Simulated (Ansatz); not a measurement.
NbB₂:
```yaml
crystal:
  lattice:
    - [-1.63218, 1.63218, 3.06929]
    - [1.63218, -1.63218, 3.06929]
    - [1.63218, 1.63218, -3.06929]
  atoms:
    - { symbol: Nb, position: [0.00000, 0.00000, 0.00000] }
    - { symbol: B, position: [0.37022, 0.37022, 0.00000] }
    - { symbol: B, position: [0.62978, 0.62978, 0.00000] }
```

Relaxed with PBE. Special points in fractions of this cell's reciprocal vectors: Γ (0.000, 0.000, 0.000); X (0.000, 0.000, 0.500); P (0.250, 0.250, 0.250); N (0.000, 0.500, 0.000); M (0.500, 0.500, -0.500); S (0.321, 0.679, -0.321); S0 (-0.321, 0.321, 0.321); R (-0.141, 0.141, 0.500); G (0.500, 0.500, -0.141).

List the band energies nearest the Fermi level at these points for the program Ansatz at the PBE level (PAW).

In eV from the Fermi level; about four levels below and three above (degenerate sets whole), none deeper than 8.9 eV; points with the same levels are listed once.

```
k                          below                above
-  -----------------------------  -------------------
Γ        -5.29 -1.66 -1.62 -1.62  0.94 1.34 1.37 1.37
X        -3.94 -2.82 -2.03 -0.68       0.26 3.44 4.84
P  -4.30 -4.30 -4.23 -0.13 -0.13       0.22 3.44 4.20
N        -7.13 -4.03 -3.36 -1.88       0.89 1.43 3.20
M        -2.50 -0.77 -0.77 -0.41       1.69 1.78 1.78
S        -6.07 -5.34 -3.04 -1.87       1.56 1.97 2.24
R        -3.90 -2.80 -2.20 -0.45       0.52 3.04 5.19
```

Space group I4/mmm (MoSi2 or CaC2 type). A made-up cell: these elements were put on the sites of a structure type; neither database checked (COD, Materials Project) lists it. COD files the formula under space group No. 191, so this cell is another polymorph or a model. Whether it is the stable phase at ambient conditions was not checked. The PBE relaxation kept the symmetry of its start; its stability against distortions is not shown here. The run is not spin-polarised. Spin–orbit coupling is left out wherever it is not named.

Potentials: the earlier of the program's two PAW sets.
